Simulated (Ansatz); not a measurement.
KZnF3:
```yaml
crystal:
  lattice:
    - [4.12756, 0.00000, 0.00000]
    - [0.00000, 4.12756, 0.00000]
    - [0.00000, 0.00000, 4.12756]
  atoms:
    - { symbol: K, position: [0.00000, 0.00000, 0.00000] }
    - { symbol: Zn, position: [0.50000, 0.50000, 0.50000] }
    - { symbol: F, position: [0.50000, 0.50000, 0.00000] }
    - { symbol: F, position: [0.00000, 0.50000, 0.50000] }
    - { symbol: F, position: [0.50000, 0.00000, 0.50000] }
```

Cartesian axes are those of the cell as given.

Task: Give the high-frequency dielectric tensor and the Born effective charge tensors of the independent atoms from DFPT, PBE in the plane-wave PAW code Ansatz.

Result: 
ε∞:
```
2.38  0.00  0.00
0.00  2.38  0.00
0.00  0.00  2.38
```
Z* of atom 1 (K), rows: field, columns: displacement, in e:
```
1.19  0.00  0.00
0.00  1.19  0.00
0.00  0.00  1.19
```
Z* of atom 2 (Zn), rows: field, columns: displacement, in e:
```
2.35  0.00  0.00
0.00  2.35  0.00
0.00  0.00  2.35
```
Z* of atom 3 (F), rows: field, columns: displacement, in e:
```
-0.89   0.00   0.00
 0.00  -0.89   0.00
 0.00   0.00  -1.76
```

Static charges for comparison (Bader): K1 +0.89, Zn2 +1.46, F3 -0.78 e. Born charges measure polarisation by displacement and can exceed these by far.

Space group Pm-3m (cubic perovskite). The cell was relaxed with PBE under the symmetry of its start.

Potentials: the later of the program's two PAW sets.
